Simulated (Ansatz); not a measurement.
W (fcc (Cu type), Fm-3m) under volume change, r²SCAN in the plane-wave PAW code Ansatz, scaled uniformly.

```tsv
V (Å³/atom)	E − E(relaxed) (meV/atom)	P (GPa)
14.762	139.5	33.10
15.249	58.8	20.33
15.736	14.0	9.45
16.222	0.0	0.00
16.709	12.8	-8.26
17.196	49.1	-15.45
17.682	105.7	-21.70
```

### Question
What does a third-order Birch–Murnaghan fit give for V₀, B₀ and B′?

### Answer
V₀ = 16.22 Å³/atom, B₀ = 295 GPa, B′ = 3.7.

The cell is a constructed one: a structure type filled with these elements; the Crystallography Open Database files this formula in space group No. 225, but the cells were not matched. It is not the phase usual at ambient conditions (space group No. 229). The r²SCAN relaxation kept the symmetry of its start. At this level the phase is mechanically unstable. The run is not spin-polarised. Spin–orbit coupling is left out wherever it is not named.

Potentials: the later of the program's two PAW sets.
